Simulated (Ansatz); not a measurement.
# Zone-centre phonons of KSbF₃: input and output

Theory: DFT PBE, scalar-relativistic, plane waves, PAW (Ansatz).

It can be run as:
```bash
ansatz run input.yaml --threads 1 --pin off --backend cpu --events-out ev --progress --plain --runs-dir out  # memory cap (--max-ram) not shown
```

Input (bare energies are in eV):
```yaml
crystal:
  lattice:
    - [4.7369067257, 0.0, 0.0]
    - [0.0, 4.7369067257, 0.0]
    - [0.0, 0.0, 4.7369067257]
  atoms:
    - { symbol: K, position: [0.0, 0.0, 0.0] }
    - { symbol: Sb, position: [0.5, 0.5, 0.5] }
    - { symbol: F, position: [0.5, 0.5, 0.0] }
    - { symbol: F, position: [0.0, 0.5, 0.5] }
    - { symbol: F, position: [0.5, 0.0, 0.5] }
basis:
  ecutwfc: 420
kpoints:
  mp_grid: { grid: [8, 8, 8] }
hamiltonian:
  xc: pbe
scf:
  occupations: { method: fermi_dirac, width: 0.15 }
output:
  eigenvalues: true
phonons:
  method: dfpt
  eigenvectors: true
```

The end of the output:
```
--- Phonons (Γ-DFPT): 4 representative perturbations + reference, on 125 of 512 k-points (Σ response iterations 12) ---
  k mesh reduced under 8 symmetry operations, with k and −k counted as one. Each operation leaves every solved displacement unchanged or reverses it
  ASR residual: 1.315e-4 → 0.000e0 eV/Å²; symmetrization residual: 1.204e-5 eV/Å²
  ASR residual per site (eV/Å²): 1.31e-4 3.20e-5 6.30e-5 6.30e-5 6.30e-5
  Γ frequencies (cm⁻¹): -100.51 -100.51 -100.51 0.00 0.00 0.00 22.50 22.50 22.50 23.26 23.26 23.26 135.19 135.19 135.19
  non-analytic LO–TO correction: not included (Born effective charges unavailable; polar crystals: no LO–TO splitting at Γ)
```

Its imaginary modes show that this cell, built by swapping an element in a database structure, isn't a minimum of the energy. In a metal, frequencies and elastic constants depend on the k mesh and the smearing, soft modes and shear constants most. The cell has an odd number of electrons and was run without spin polarisation, which forces a half-filled band: energy, forces and stress belong to that artificial state.

Negative frequencies stand for imaginary ones: the cell is unstable against these modes.